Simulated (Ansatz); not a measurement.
A: AlN (wurtzite), a = 3.107 Å, b = 3.107 Å, c = 4.979 Å, α = 90.00°, β = 90.00°, γ = 120.00°
B: BN (wurtzite), a = b = 2.544 Å, c = 4.208 Å, α = β = 90.00°, γ = 120.00°
C: Hf (hcp, Mg type), a = b = 3.1979 Å, c = 5.0473 Å, α = β = 90.00°, γ = 120.00°
D: Zr (hcp, Mg type), a = 3.246 Å, b = 3.246 Å, c = 5.151 Å, α = 90.00°, β = 90.00°, γ = 120.00°

Scan: energy over volume and axial ratio (atoms clamped). One method and one kind of scan serve all of them; meshes and ranges differ. All were relaxed with their symmetry unable to fall. Hf is run without spin polarisation. Spin-orbit coupling is left out. Zr is run without spin polarisation.

Question: Rank these by modulus against c/a change at fixed volume, (3/4V)·∂²E/∂(ln c/a)² (fitted) (lowest first), as r2SCAN (plane waves to 500 eV, PAW, scalar-relativistic; Ansatz, an electronic-structure program) gives it.

Answer: D (52 GPa), C (69 GPa), A (209 GPa), B (501 GPa)

(A scan under strain: stresses follow from slopes of the energy per volume, elastic moduli from its curvatures.)
